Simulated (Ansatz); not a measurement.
## How much do the gradients of Y₁₀Al₃Ru depend on the method?

Cell: a refined structure from the COD, its atoms then relaxed with PBE in this cell.

Space group P6_3/mmc (No. 194); a = 9.5888, c = 9.5942 Å, γ = 120.00°.

| site | Wyckoff | site symmetry | x | y | z |
| --- | --- | --- | --- | --- | --- |
| Y1 | 12k | .m. | 0.2075 | 0.4149 | 0.0595 |
| Y13 | 6h | mm2 | 0.5405 | 0.0810 | 0.2500 |
| Y19 | 2a | -3m. | 0.0000 | 0.0000 | 0.0000 |
| Al | 6h | mm2 | 0.2257 | 0.1128 | 0.2500 |
| Ru | 2c | -6m2 | 0.3333 | 0.6667 | 0.2500 |

One atom of each set is listed.

First run. Level of theory: DFT, PBE, plane waves and PAW, scalar-relativistic, 420 eV cutoff, Γ-centred 4×4×4 k-points, Fermi–Dirac smearing 0.05 eV (Ansatz 0.2.0).

| site | V_zz (10²¹ V/m²) | η |
| --- | --- | --- |
| Y1 | -5.09 | 0.13 |
| Y13 | 1.60 | 0.25 |
| Y19 | -3.59 | 0.00 |
| Al | -1.42 | 0.59 |
| Ru | 7.94 | 0.00 |

Second run. The same atoms and settings, except that the functional is r2SCAN and the cutoff is 500 eV.

(1) Given the first result, estimate the second.

Answers

(1) 

```json
{"site": "Y1", "V_zz": "-5.06", "η": "0.17", "change of V_zz": "+0.03"}
{"site": "Y13", "V_zz": "1.70", "η": "0.01", "change of V_zz": "+0.10"}
{"site": "Y19", "V_zz": "-3.89", "η": "0.00", "change of V_zz": "-0.30"}
{"site": "Al", "V_zz": "-1.42", "η": "0.71", "change of V_zz": "0.00"}
{"site": "Ru", "V_zz": "10.25", "η": "0.00", "change of V_zz": "+2.31"}
```

The largest change of V_zz is on Ru, from 7.94 to 10.25. In per cent, |V_zz| changes by -1 to +8 on Y, +29 on Ru (all sites that start above 2). Where |V_zz| stays above 0.1, η moves most on Y13, from 0.25 to 0.01.

With no gap above 0.1 eV, as in a metal, the gradients converge slowly in k; expect changes of a tenth or more on a denser mesh. Without spin–orbit coupling (the program notes it for Ru and Y) the gradients can shift somewhat, as the gap is small.
For the first run: With these PAW files V_zz is typically within 2 to 3 % of all-electron values, but misses above 10 % occur on Ru.
For the second run: With these PAW files V_zz is typically within 2 to 3 % of all-electron values, but misses above 10 % occur on Al, Ru.
